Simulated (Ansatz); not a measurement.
Ansatz run, ScMn4N8

The input, for Ansatz 0.2.0 (plane waves, PAW):

```yaml
crystal:
  lattice:
    - [0.0, 0.0, 4.61489]
    - [3.998526, -3.998526, 2.307445]
    - [3.998526, 3.998526, -2.307445]
  atoms:
    - { symbol: Sc, position: [0.0, 0.0, 0.0] }
    - { symbol: Mn, position: [0.5, 0.0, 0.5] }
    - { symbol: Mn, position: [0.5, 0.5, 0.0] }
    - { symbol: Mn, position: [0.0, 0.0, 0.5] }
    - { symbol: Mn, position: [0.0, 0.5, 0.0] }
    - { symbol: "N", position: [0.5, 0.781, 0.781] }
    - { symbol: "N", position: [0.281, 0.219, 0.781] }
    - { symbol: "N", position: [0.5, 0.219, 0.219] }
    - { symbol: "N", position: [0.719, 0.781, 0.219] }
    - { symbol: "N", position: [0.0, 0.3378, 0.3378] }
    - { symbol: "N", position: [0.3378, 0.6622, 0.3378] }
    - { symbol: "N", position: [0.0, 0.6622, 0.6622] }
    - { symbol: "N", position: [0.6622, 0.3378, 0.6622] }
  symmetry: { tolerance: 0.0003 }
kpoints:
  mp_grid: { grid: [8, 8, 8], shift: [0, 0, 0] }
  band_path:
    path:
      - [0.0, 0.0, 0.0]
      - [0.0, 0.0, 0.5]
      - [0.0, 0.5, 0.5]
      - [0.0, 0.0, 0.0]
      - [0.66650714, 0.33325357, -0.33325357]
      - [0.33349286, 0.66674643, 0.33325357]
      - [0.0, 0.5, 0.5]
      - [0.0, 0.0, 0.5]
      - [0.5, 0.25, 0.25]
      - [0.5, 0.5, 0.0]
      - [0.0, 0.0, 0.0]
    npoints: 6
magnetization:
  spin_polarized: false
scf:
  occupations: { method: fermi_dirac }
  lower_state_search: "off"
  max_iter: 200
hamiltonian:
  pseudopotentials: { kind: paw }
  xc: r2scan
basis:
  ecutwfc: 500
  fft_grid_basis: typed
output:
  forces: true
  stress: true
  eigenvalues: true
  bader: true
  populations: true
  elf: true
  write_potential: true
  volumetric_format: npy
  dos:
    e_range: [-12, 8]
    de: 0.05
    projected: { site_lists: { Mn: [Mn], "N": ["N"], Sc: [Sc] } }
checkpoint:
  read: saved_state
```

The run starts from an earlier solution of this cell. 

Excerpt of what it printed:

```
SCF iter   1: F=-20808.9763 eV  Δρ=5.43e-3  dr2=5.36e-3  dr2_τ=2.18e-2
SCF iter   2: F=-20808.9650 eV  Δρ=4.17e-3  dr2=1.80e-2  dr2_τ=2.48e-3  recentre
SCF iter   3: F=-20808.9688 eV  Δρ=4.23e-3  dr2=1.41e-2  dr2_τ=3.13e-3
SCF iter   4: F=-20808.9805 eV  Δρ=1.99e-3  dr2=5.13e-4  dr2_τ=1.06e-3
SCF iter   5: F=-20808.9808 eV  Δρ=2.08e-4  dr2=2.69e-5  dr2_τ=5.98e-6
SCF iter   6: F=-20808.9807 eV  Δρ=1.46e-4  dr2=1.33e-5  dr2_τ=7.17e-7
SCF iter   7: F=-20808.9807 eV  Δρ=4.01e-5  dr2=2.18e-6  dr2_τ=6.49e-8
SCF iter   8: F=-20808.9807 eV  Δρ=1.28e-5  dr2=1.92e-7  dr2_τ=7.55e-9
SCF iter   9: F=-20808.9807 eV  Δρ=4.30e-6  dr2=2.84e-8  dr2_τ=2.60e-9
Free energy (F): -20808.9807 eV
Harris-Foulkes:  -20808.9807 eV  (|F-HF|=1.50e-8)
Internal energy: -20808.4227 eV  (E = F + TS)
E sigma→0 (E₀):  -20808.7017 eV
Entropy (-TS):   -0.5580 eV (-42.924 meV/atom)
Fermi energy:    9.8735 eV
--- Per-component energies (eV) ---
  E_band       = -1422.6273
  E_kinetic    = 2423.8612
  E_local      = -11230.8575  (includes V_loc(G=0)·N_el)
  E_nonlocal   = 1414.1274
  E_hartree    = 4403.3283
  E_xc         = -984.5826
  E_vxc        = -1421.2794  (∫ρ·V_xc dr)
  E_paw        = -7212.7032  (= ΣΔE_a)
  E_vpaw       = -1507.2031  (= ΣTr[D̂ρ^β])
  E_aug_tail   = 0.0001  (compensation charges beyond the density's cutoff)
  E_vtau       = 92.0669  (kinetic-family band-sum trace: ∫τ·v_τ [+ j·A + Jᵃ·Aᵃ] dr)
  E_ewald      = -9619.9892
  E_core_change = -1.6072  (= ΣΔE_core)
  E_smearing   = -0.5580  (= −TS)
--- Forces (eV/Å), atoms counted from 1 ---
  atom   1  Sc     0.0000     0.0000     0.0000
  atom   2  Mn     0.0000     0.0000     0.0000
  atom   3  Mn     0.0000     0.0000     0.0000
  atom   4  Mn     0.0000     0.0000     0.0000
  atom   5  Mn     0.0000     0.0000     0.0000
  atom   6  N      0.7778     0.0000     0.0000
  atom   7  N      0.0000     0.7778     0.0000
  atom   8  N     -0.7778     0.0000     0.0000
  atom   9  N      0.0000    -0.7778     0.0000
  atom  10  N     -2.3900     0.0000     0.0000
  atom  11  N      0.0000    -2.3900     0.0000
  atom  12  N      2.3900     0.0000     0.0000
  atom  13  N      0.0000     2.3900     0.0000
--- Stress (GPa, compression-positive) ---
      -47.8414       0.0000       0.0000
        0.0000     -47.8414       0.0000
        0.0000       0.0000     -23.3102
  P = ⅓ Tr σ = -39.6643 GPa (-396.643 kbar)
--- Löwdin populations: 13 sites ---
  site symbol       q [e]
     0     Sc      9.9542
     1     Mn     14.1410
     2     Mn     14.1410
     3     Mn     14.1410
     4     Mn     14.1410
     5      N      5.5209
     6      N      5.5209
     7      N      5.5209
     8      N      5.5209
     9      N      5.4775
    10      N      5.4775
    11      N      5.4775
    12      N      5.4775
  spilling = 0.0044 (of n_electrons = 111.0000)
--- Bader charges: 13 sites ---
  site symbol  charge [e]  shift [e]
     0     Sc      1.8341     0.0001
     1     Mn      1.0439     0.0018
     2     Mn      1.0439     0.0018
     3     Mn      1.0439     0.0018
     4     Mn      1.0439     0.0018
     5      N     -0.7931     0.0009
     6      N     -0.7931     0.0009
     7      N     -0.7931     0.0009
     8      N     -0.7931     0.0009
     9      N     -0.7093     0.0009
    10      N     -0.7093     0.0009
    11      N     -0.7093     0.0009
    12      N     -0.7093     0.0009
```

Total energies depend on the potentials used, so only differences within one code and one set of settings carry meaning.

Origin: a known structure type with other elements, at an estimated volume, so it need not be a known compound. Caveats: no spin polarisation, so a magnetic state may lie lower; atoms or cell far from equilibrium.
